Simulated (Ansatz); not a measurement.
## BaSi₃ in the AuCu3-type structure

Computed with Ansatz (plane waves, PAW, 420 eV cutoff): PBEsol, scalar-relativistic, no spin polarisation, 8×8×8 k-mesh, Gaussian smearing of 0.05 eV; PAW files: Ansatz's generated set soft_2.

```
Ba Si
1.0
     4.41430    0.00000    0.00000
     0.00000    4.41430    0.00000
     0.00000    0.00000    4.41430
Ba Si
1 3
Direct
  0.00000 0.00000 0.00000
  0.00000 0.50000 0.50000
  0.50000 0.50000 0.00000
  0.50000 0.00000 0.50000
```

The cell came from substitution into a structure type; whether the compound takes it is for experiment to say.

The run above is the reference. The same cell was run again with other input settings; several of them aren't fit for production, so the rows show the settings' effect and aren't properties of the material.

| keys changed | outcome | ΔE (meV/atom) | P (GPa) | gap on the mesh (eV) | cell moment (μB) | largest force component (eV/Å) | SCF iterations | rough core-seconds | new warnings |
| --- | --- | --- | --- | --- | --- | --- | --- | --- | --- |
| none (reference) | converged | 0.0 | 0.0 | metal | – | 0.000 | – | – | – |
| scf.occupations.width: 0.05 → null; scf.occupations.method: "gaussian" → "tetrahedron" | converged | 0.0 | 0.1 | metal | – | 0.000 | 5 | 6 | band table not solved further; tetrahedron derivatives may miss energy slope |
| crystal.symmetry: {"detect": false}; scf.occupations.method: "gaussian" → "methfessel_paxton"; scf.occupations.width: 0.05 → 0.15 | converged | -0.2 | 0.0 | metal | – | 0.000 | 5 | 80 | – |
| scf.mixing.preconditioner: "kerker"; kpoints.mp_grid.grid: [8, 8, 8] → [10, 10, 10] | converged | 1.1 | -0.3 | metal | – | 0.000 | 6 | 9 | – |

ΔE is the energy with the smearing extrapolated to zero. It is left out where the change alters the Hamiltonian or the spin treatment. The varied runs start from atomic densities (corrected by the program's trained start where that serves), with the default search for lower states unless a row changes it.

(1) What happens with these changes: scf.lower_state_search: "light"; hamiltonian.dispersion: "d3bj"; basis.ecutrho_ratio: 4 → 8?

Answer:

(1) outcome converged, P (GPa) -2.7, gap on the mesh (eV) metal, largest force component (eV/Å) 0.000, SCF iterations 6, rough core-seconds 8.

The pair part of a dispersion correction pulls inward (a three-body part mostly pushes out), and in metals and ionic crystals with large ions it often overbinds.

2 further runs (cut off, refused for memory, with changed atoms or starts, or in doubt) are left out.

Of the reference: No spin–orbit coupling, a notable omission for heavy elements.
